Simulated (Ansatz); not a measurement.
Input:

C:
```
CELL_PARAMETERS angstrom
      2.59235     0.00000     0.00000
     -1.29618     2.24504     0.00000
      0.00000     0.00000     2.78298
ATOMIC_POSITIONS crystal
  C  0.50000 0.00000 0.00000
  C  0.00000 0.50000 0.66667
  C  0.50000 0.50000 0.33333
```

This is the PBEsol-relaxed structure. Tensor components refer to the Cartesian frame of this cell.

Task: All from plane-wave PAW PBEsol (Ansatz code), unless another level is named. Estimate the Debye temperature from the elastic constants.

Result: 2270 K.

Task: Predict the piezoelectric stress constants (proper, relaxed ions, C/m²).

Result: e14 = 0.12, e25 = -0.12.

Task: Next, the elastic constants (relaxed ions, GPa)?

Result: C11 = 1200, C12 = 87.7, C13 = 71.0, C33 = 1170, C44 = 554.

Task: Predict the zero-point energy.

Result: 162.6 meV/atom.

Space group P6_222. The start of the workflow was typed in or built on a structure type; neither database checked (COD, Materials Project) lists it. It is not the phase usual at ambient conditions (space group No. 194, 227). Symmetry was held in the PBEsol relaxation; its stability against distortions is not shown here. Signs of piezoelectric constants follow the polarity of the cell as given.

Potentials: the earlier of the program's two PAW sets. The files were generated under PBE; for other functionals the program regenerates the frozen cores, and for LDA and PBEsol the local potential too.
